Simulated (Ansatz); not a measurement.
# Ionic part of the dielectric constant of SiSbS₃, mode by mode

The calculation used DFT PBE, scalar-relativistic, plane waves, PAW (Ansatz). Settings: 420 eV plane-wave cutoff, Γ-centred 6×6×4 mesh, fixed occupations. No spin polarisation. Phonons by linear response, acoustic sum rule imposed.

Space group P-3 (No. 147), trigonal, a = 6.492 Å, c = 7.976 Å. Si has 3 S at 2.16 Å and 1 Si at 2.30 Å; Sb has 3 S at 2.60 Å and 3 S at 3.21 Å; S has 1 Si at 2.16 Å and 1 Sb at 2.60 Å.

The structure comes from a proposed guess, relaxed at this level; another structure or a mixture of phases may lie lower. Spin–orbit coupling is left out, which matters for heavy elements. Modes under 40 cm⁻¹ are poorly fixed. No dispersion correction is applied, so modes and constants that involve weak contacts between layers, chains or molecules come out too soft.

The primitive cell has V = 291.09 Å³ and ε∞,zz = 3.237. Each polar mode adds Δε = (4.92064×10⁷/V)·S/ν² along z, with S its oscillator strength in e²/amu, ν in cm⁻¹ and V in Å³.

Task: From these modes, find each Δε and ε0,zz.
```csv
ν (cm⁻¹),S_zz (e²/amu)
125.54,0.00833
164.72,0.00368
310.43,0.05099
385.96,0.00699
```

Result:
```tsv
ν (cm⁻¹)	Δε
125.54	0.09
164.72	0.02
310.43	0.09
385.96	0.01
```

The sum is 0.21, so ε0,zz = 3.45; the run's tensor has 3.45.

Task: Where do the longitudinal modes lie for a wave vector along z?

Result: At 127.17, 165.30, 314.69, 386.46 cm⁻¹. The Lyddane–Sachs–Teller product Π(ν_LO/ν_TO)² = 1.06 agrees with ε0/ε∞ = 1.06.
